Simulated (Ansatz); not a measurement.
## Does this entry for CO₂ lie near equilibrium?

The cell is a structure deposited in the COD.

```
C O
1.0
    -1.77590    1.77590    2.95920
     1.77590   -1.77590    2.95920
     1.77590    1.77590   -2.95920
C O
2 4
Direct
  0.00000 0.00000 0.00000
  0.75000 0.25000 0.50000
  0.37500 0.33900 0.46400
  0.66100 0.12500 0.03600
  0.87500 0.91100 0.53600
  0.08900 0.62500 0.96400
```

Atoms are numbered from 1 in the order listed; like atoms form one site, named after its first atom.

Method: Kohn–Sham DFT in Ansatz, PBE, plane waves and PAW, scalar-relativistic, 420 eV cutoff, Γ-centred 13×13×13 k-points, Fermi–Dirac smearing 0.01 eV.

Q: Do the atoms and the cell lie near the calculated equilibrium?

A: No. The largest force is 1.4 eV/Å, on atom 3 (O: 2 C at 1.38 Å, angle 113°), and the pressure is 38.0 GPa. Such values can come from a cell under pressure, imprecise or misplaced coordinates, missing atoms or a wrong setting of the space group; the run alone doesn't tell which, and gradients calculated on this entry can't be taken for those of the compound at ambient conditions.
